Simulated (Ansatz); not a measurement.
Values for one crystal, relaxed and computed with PBE (plane waves, PAW; program Ansatz); other levels are named.

```yaml
volume_per_atom: 10.05 Å³
electronic_character: metallic (no gap)
Bulk modulus (Birch–Murnaghan fit): 220 GPa
Pressure derivative B′: 5.1
Formation energy from the elements (no fitted shifts): 0.47 eV/atom
Density of states at the Fermi level: 0.42 states/eV per atom (mean over ±0.08 eV)
Gap with spin–orbit coupling: none (metallic)
```

### Question
Pick the material that matches.
A) Si2W, MoSi2 or CaC2 type
B) NbC2, MoSi2 or CaC2 type
C) NbAs, I4_1md (Nb on 4a, As on 4a)
D) SiC2, P4_2/mmc (Si on 2e, C on 4i)

### Answer
B, NbC2, MoSi2 or CaC2 type

Space group I4/mmm (MoSi2 or CaC2 type). The start of the workflow was typed in or built on a structure type; neither database checked (COD, Materials Project) lists it. Whether it is the stable phase at ambient conditions was not checked. The PBE relaxation kept the symmetry of its start; whether a distortion lowers the energy is not shown. The run is not spin-polarised. The volume moved by -28 % from the start of the relaxation. Its formation energy is positive at this level, so the cell may be metastable or incomplete. The references are the lowest solids computed at this level, not always the standard phases. Spin–orbit coupling is left out wherever it is not named.

Potentials: the earlier of the program's two PAW sets.
